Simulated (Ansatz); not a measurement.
The calculation used DFT PBE, scalar-relativistic, plane waves, PAW (Ansatz 0.2.0). All cells share a 420 eV cutoff and Γ-centred k meshes spaced at most about 0.3 Å⁻¹ (about 0.25 or finer for metals, 2π included). No spin polarisation in the final relaxations.

Temperature and zero-point effects are left out.

Two relaxed structures of Sn3As:

A.

```
Sn As
1.0
     6.65396    0.00000    0.00000
    -3.32698    5.76250    0.00000
     0.00000    0.00000    5.35639
Sn As
6 2
Direct
  0.34194 0.17097 0.75000
  0.82903 0.17097 0.75000
  0.82903 0.65806 0.75000
  0.65806 0.82903 0.25000
  0.17097 0.82903 0.25000
  0.17097 0.34194 0.25000
  0.66667 0.33333 0.25000
  0.33333 0.66667 0.75000
```

B.

```
Sn As
1.0
     0.00000    3.70745    3.70745
     3.70745    0.00000    3.70745
     3.70745    3.70745    0.00000
Sn As
3 1
Direct
  0.75000 0.75000 0.75000
  0.50000 0.50000 0.50000
  0.25000 0.25000 0.25000
  0.00000 0.00000 0.00000
```

Task: Which is lower in energy, and by how much?

Result: A is lower, by 25 meV/atom. A has the Ni3Sn (D0_19) type, space group P6_3/mmc (No. 194), 25.7 Å³/atom and no gap on its mesh; B has the BiF3 (D0_3) type, space group Fm-3m (No. 225), 25.5 Å³/atom and no gap. Counting Sn atoms around As (those within 1.25 times the shortest such distance or 1.15 times the sum of covalent radii; a plus sign parts nearer from farther groups; the shortest distance is added where it is long for a bond), A has As 12 from 3.3 Å and B has As 8+6 from 3.2 Å. Even the lower one lies +0.14 eV/atom against the reference forms of the elements (uncorrected), so neither is stable at this level. In A, Sn has 8 Sn at 3.24–3.41 Å and 4 As at 3.27–3.33 Å; around As lie 12 Sn at 3.27–3.33 Å. In B, Sn on a site of symmetry -43m is surrounded by 4 As at 3.21 Å, 4 Sn at 3.21 Å and 6 Sn at 3.71 Å; around Sn on a site of symmetry m-3m lie 8 Sn at 3.21 Å and 6 As at 3.71 Å; around As lie 8 Sn at 3.21 Å and 6 Sn at 3.71 Å. Origin: A is a Materials Project cell, relaxed; B was invented.

In Fm-3m an odd number of electrons in the primitive cell allows no gap without spin; a larger cell or a magnetic state could open one. A magnetic state wasn't ruled out in cells without spin, among them Fm-3m. Cells relaxed within their symmetry can be saddle points.
